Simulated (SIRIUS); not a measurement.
A self-consistent single point of InP (Cm, 2 atoms in the cell; from Materials Project mp-20351, changed as shown).

```
InP
1.0
    0.00000     2.98149     2.98149
    2.95198     0.00000     2.95198
    2.95198     2.95198     0.00000
In P
1 1
Direct
  0.00000   0.00000   0.00000
  0.25000   0.25000   0.25000
```

Computed with PBE, PseudoDojo 0.5 standard norm-conserving PBE (tails mended) pseudopotentials (plane waves; SIRIUS).

SIRIUS settings:

* **parameters.ngridk**: 5 5 5
* **parameters.xc_functionals**: [XC_GGA_X_PBE, XC_GGA_C_PBE]
* **parameters.gk_cutoff**: 8.367 1/bohr
* **parameters.pw_cutoff**: 16.734 1/bohr
* **parameters.smearing**: gaussian
* **parameters.smearing_width**: 0.000734986 Ha
* **potentials**: PseudoDojo 0.5 standard norm-conserving PBE (tails mended) pseudopotentials
* **parameters.electronic_structure_method**: pseudopotential
* **parameters.num_bands**: 13
* **parameters.num_mag_dims**: 0
* **parameters.num_dft_iter**: 100
* **parameters.energy_tol**: 1e-07 Ha
* **parameters.density_tol**: 1e-06
* **mixer.type**: anderson
* **mixer.beta**: 0.7
* **mixer.use_hartree**: false

Results:

| Property | Value |
|---|---|
| Number of valence electrons | 18 |
| Number of bands | 13 |
| Number of k-points after the program's reduction | 39 |
| Number of plane waves (most at a k-point) | 3489 |
| Number of SCF iterations | 16 |
| FFT grid | 45 × 45 × 45 |
| Free energy E − TS | -1997.1314 eV |
| Pressure | 1.22 GPa |
| Largest force (vector length) | 0.088 eV/Å |

Forces (eV/Å):
```
atom      Fx      Fy      Fz
----  ------  ------  ------
In1    0.073  -0.035  -0.035
P2    -0.073   0.035   0.035
```

Stress (GPa, positive for compression):
```
 1.35   0.31   0.31
 0.31   1.15  -0.63
 0.31  -0.63   1.15
```

For comparison: a first run was changed to give this one (lattice vector a scaled by 1.01), and from it to this one the free energy goes down by 1.7 meV/atom, the pressure goes from 1.87 to 1.22 GPa and the largest force goes from 0.000 to 0.088 eV/Å.

The structure comes from a collection of computed structures, made at another level of theory; the collection holds predicted forms beside known ones.

Cost on one core: about 50 core-seconds (a rough figure).

“Tails mended”: in these copies of the files the far tail of each local potential was reset to the Coulomb form.
